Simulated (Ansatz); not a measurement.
PW:
```cif
data_P4W4
_chemical_formula_sum 'P4 W4'
_space_group_name_H-M_alt 'P 1'
_space_group_IT_number 1
_cell_length_a 5.68728
_cell_length_b 3.22533
_cell_length_c 6.22345
_cell_angle_alpha 90.000
_cell_angle_beta 90.000
_cell_angle_gamma 90.000
loop_
_space_group_symop_operation_xyz
  'x, y, z'
loop_
_atom_site_label
_atom_site_type_symbol
_atom_site_fract_x
_atom_site_fract_y
_atom_site_fract_z
_atom_site_occupancy
P1 P 0.31829 0.75000 0.56476 1
P2 P 0.68171 0.25000 0.43524 1
P3 P 0.18171 0.25000 0.06476 1
P4 P 0.81829 0.75000 0.93524 1
W1 W 0.98664 0.75000 0.31180 1
W2 W 0.01336 0.25000 0.68820 1
W3 W 0.51336 0.25000 0.81180 1
W4 W 0.48664 0.75000 0.18820 1
```

Relaxed with PBEsol.

Question: Which orbitals make up the states near the Fermi level in PBEsol in the plane-wave PAW code Ansatz?

Answer: Within 0.5 eV of the Fermi level: W 5d 78 %, P 3p 11 %, outside the projected shells 6 %. Projections are on Löwdin-orthogonalised atomic valence shells; empty p or d shells of many metals are not among them.

Question: Tabulate the density of states.

Answer: States/eV per cell of 8 atoms, in 0.25 eV bins, energy from the Fermi level.

```tsv
E (eV)	total	W 5d	P 3p	W 6s
-7.85	2.03	0.56	1.11	0.25
-7.60	3.36	0.91	1.86	0.41
-7.35	4.23	1.24	2.30	0.45
-7.10	5.21	1.59	2.86	0.46
-6.85	3.96	1.28	2.20	0.27
-6.60	3.93	1.35	2.09	0.25
-6.35	2.94	1.03	1.51	0.19
-6.10	2.39	0.89	1.22	0.13
-5.85	3.45	1.29	1.81	0.19
-5.60	4.16	1.61	2.15	0.21
-5.35	4.66	1.94	2.29	0.22
-5.10	4.44	1.93	2.14	0.17
-4.85	5.45	2.41	2.59	0.20
-4.60	7.54	3.57	3.48	0.21
-4.35	4.57	2.39	1.90	0.10
-4.10	6.71	3.45	2.74	0.17
-3.85	7.94	4.24	3.11	0.17
-3.60	6.82	3.71	2.62	0.12
-3.35	6.31	3.33	2.55	0.08
-3.10	4.61	2.58	1.71	0.06
-2.85	5.09	3.28	1.46	0.06
-2.60	5.31	3.95	1.01	0.05
-2.35	5.45	4.09	1.01	0.05
-2.10	4.04	3.15	0.60	0.06
-1.85	5.11	4.03	0.69	0.08
-1.60	4.15	3.25	0.58	0.06
-1.35	2.55	1.96	0.38	0.04
-1.10	2.44	1.93	0.35	0.02
-0.85	2.94	2.36	0.38	0.04
-0.60	3.41	2.74	0.39	0.05
-0.35	4.40	3.52	0.42	0.10
-0.10	2.97	2.36	0.29	0.08
0.15	3.28	2.58	0.35	0.05
0.40	5.57	4.26	0.67	0.08
0.65	5.53	4.26	0.63	0.08
0.90	4.21	3.29	0.46	0.05
1.15	3.48	2.73	0.44	0.03
1.40	3.74	2.92	0.46	0.03
1.65	3.86	2.91	0.47	0.05
1.90	3.98	2.87	0.51	0.10
2.15	6.75	4.48	1.02	0.24
2.40	8.00	5.34	1.23	0.32
2.65	3.91	2.14	0.85	0.19
2.90	4.05	1.98	1.10	0.23
3.15	5.40	2.63	1.46	0.28
3.40	5.77	2.87	1.50	0.36
3.65	5.44	2.64	1.52	0.36
3.90	4.92	2.35	1.24	0.41
4.15	3.95	1.76	1.06	0.39
4.40	3.74	1.53	1.08	0.38
4.65	4.90	1.92	1.52	0.43
```

Space group Pnma. The first step of the workflow began from a Materials Project structure, measured or hypothetical; the Crystallography Open Database files this formula in space group No. 62, but the cells were not matched. Whether it is the stable phase at ambient conditions was not checked. The cell was relaxed with PBEsol under the symmetry of its start; its stability against distortions is not shown here. The run is not spin-polarised. Scalar-relativistic: spin–orbit coupling is off unless named, which matters more the heavier the elements.

Potentials: the later of the program's two PAW sets.
